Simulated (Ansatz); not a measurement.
TiCo: one input, then a changed one

Structure from Materials Project entry mp-823 (possibly hypothetical), not relaxed further. The listed cell was then made from it by scaling, straining or moving an atom.

First run: DFT, PBEsol, PAW with Ansatz's default frozen-core files, scalar-relativistic (Ansatz 0.2.0).

Command: `ansatz run input.yaml --threads 1 --pin off --max-ram 3072MiB --backend cpu --events-out ev --progress --plain --runs-dir out` The run took 9.1 s on 1 thread of Arm Neoverse V1, with other jobs on the host.

```yaml
crystal:
  lattice:
    - [2.9256713971, 0.0, 0.0]
    - [0.0, 2.9256713971, 0.0]
    - [0.0, 0.0, 2.9256713971]
  atoms:
    - { symbol: Ti, position: [0.0, 0.0, 0.0], spin: -1.0 }
    - { symbol: Co, position: [0.5, 0.5, 0.5], spin: 2.0 }
magnetization:
  spin_polarized: true
kpoints:
  mp_grid: { grid: [11, 11, 11] }
scf:
  occupations: { method: fermi_dirac, width: 0.03 }
hamiltonian:
  xc: pbesol
  pseudopotentials: { kind: paw }
output:
  forces: true
  stress: true
  eigenvalues: true
  efg: { contact_densities: true }
```

Result: converged; pressure 2.18 GPa; moment 0.50 μB; 15 SCF iterations.

The input is then changed:

```diff
@@ -12,7 +12,7 @@
   mp_grid: { grid: [11, 11, 11] }
 scf:
-  occupations: { method: fermi_dirac, width: 0.03 }
+  occupations: { method: fermi_dirac, width: 0.001 }
 hamiltonian:
-  xc: pbesol
+  xc: rpbe
   pseudopotentials: { kind: paw }
 output:
@@ -21,3 +21,7 @@
   eigenvalues: true
   efg: { contact_densities: true }
+  write_density: true
+  write_potential: true
+  elf: true
+  volumetric_format: npy
```

Problem. What does the second run give?

Solution. It converged; pressure 16.61 GPa; moment 0.89 μB; 10 SCF iterations.
